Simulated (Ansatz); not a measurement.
Al3Ni2:
```yaml
crystal:
  lattice:
    - [4.00844, 0.00000, 0.00000]
    - [-2.00422, 3.47142, 0.00000]
    - [0.00000, 0.00000, 4.85776]
  atoms:
    - { symbol: Al, position: [0.00000, 0.00000, 0.00000] }
    - { symbol: Al, position: [0.33333, 0.66667, 0.64829] }
    - { symbol: Al, position: [0.66667, 0.33333, 0.35171] }
    - { symbol: Ni, position: [0.33333, 0.66667, 0.14621] }
    - { symbol: Ni, position: [0.66667, 0.33333, 0.85379] }
```

Relaxed with r²SCAN. Special points in fractions of this cell's reciprocal vectors: Γ (0.000, 0.000, 0.000); M (0.500, 0.000, 0.000); K (0.333, 0.333, 0.000); A (0.000, 0.000, 0.500); L (0.500, 0.000, 0.500); H (0.333, 0.333, 0.500).

**Question.** List the band energies nearest the Fermi level at these points for DFT-r²SCAN in the program Ansatz with PAW potentials.

**Answer.** In eV from the Fermi level; about four levels below and three above (degenerate sets whole), none deeper than 8.9 eV; points with the same levels are listed once.

```
k                          below                above
-  -----------------------------  -------------------
Γ        -1.82 -1.72 -1.72 -1.33  1.26 1.26 3.28 3.28
M        -1.90 -1.60 -1.59 -1.36       1.49 2.32 2.46
K  -1.94 -1.94 -1.93 -0.92 -0.92       1.34 2.68 2.68
A        -1.84 -1.84 -1.83 -1.83  2.85 2.85 2.91 2.91
L        -1.81 -1.77 -1.07 -0.42       1.62 2.37 3.48
H        -1.70 -1.41 -1.41 -0.06       6.28 7.07 7.07
```

Space group P-3m1 (La2O3 or Ni2Al3 type). The workflow started from a Materials Project entry (that database holds measured and hypothetical structures alike); the Crystallography Open Database copy checked does not list it. Its standing as an ambient phase is unchecked. Symmetry was held in the r²SCAN relaxation; whether a distortion lowers the energy is not shown. No spin polarisation was allowed.

Potentials: the later of the program's two PAW sets.
